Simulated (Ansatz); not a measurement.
**What internal relaxation does to the elastic constants of Si2SnGe**

Level of theory: DFT PBEsol, scalar-relativistic, plane waves, PAW (Ansatz 0.2.0). Settings: 420 eV plane-wave cutoff, Γ-centred 10×10×6 mesh, Gaussian smearing of 0.01 eV. No spin polarisation.

Relaxed structure:
```
Si Sn Ge
1.0
     4.07343    0.00000    0.00000
     0.00000    4.07343    0.00000
     0.00000    0.00000    5.79164
Si Sn Ge
2 1 1
Direct
  0.50000 0.00000 0.76870
  0.00000 0.50000 0.23130
  0.00000 0.00000 0.50000
  0.50000 0.50000 0.00000
```

The cell was built by swapping an element in a database structure (itself possibly hypothetical) and relaxing; it need not be the stable form of this composition.

Clamped-ion constants (GPa, Voigt order; atoms follow the strain homogeneously):
```
160.1   0.4  47.8   0.0   0.0   0.0
  0.4 160.1  47.8   0.0   0.0   0.0
 47.8  47.8 116.2   0.0   0.0   0.0
  0.0   0.0   0.0  80.2   0.0   0.0
  0.0   0.0   0.0   0.0  80.2   0.0
  0.0   0.0   0.0   0.0   0.0  33.4
```

What are the constants once the atoms relax in each strained cell?

## Answers

C11 = 135.8, C12 = 24.2, C13 = 47.4, C22 = 135.8, C23 = 47.4, C33 = 115.7, C44 = 55.5, C55 = 55.5, C66 = 33.4 GPa; the others vanish.
The Voigt shear modulus goes from 61.4 to 46.8 GPa and the Voigt bulk modulus from 69.8 to 69.5 GPa. Relaxation subtracts ΛᵀK⁻¹Λ/V, with Λ the forces that a strain puts on the atoms and K the zone-centre force constants. At a stable cell this can only lower the diagonal constants, and it acts only for strains that share their symmetry with an optical mode; elsewhere, and where the coupling is weak, the constants hardly move.

Cost: 2 runs of about 24 core-minutes in all, on Intel Xeon Processor @ 2.50GHz (Skylake/Cascade Lake), Arm Neoverse V2 (shared hosts).